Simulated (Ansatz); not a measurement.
BN (wurtzite, P6_3mc), a = b = 2.5227 Å, c = 4.1744 Å, α = β = 90.00°, γ = 120.00°.

Relaxed with LDA.

**Question.** Decompose the optical modes at the zone centre into irreducible representations, and say which are infrared and Raman allowed.

**Answer.** Point group 6mm: Γ_opt = A1 + 2B1 + E1 + 2E2. Infrared: A1, E1. Raman: A1, E1, E2.

**Question.** Assign frequencies (DFPT, plane-wave PAW LDA (Ansatz code); without the LO–TO term).

**Answer.** E2 477, E2 981, B1 983, A1 1046, E1 1080, B1 1135 cm⁻¹.

Subscripts of B labels follow the axes of the standard setting.

Symmetry was held in the LDA relaxation.

Potentials: the earlier of the program's two PAW sets. The files were generated under PBE; for other functionals the program regenerates the frozen cores, and for LDA and PBEsol the local potential too.
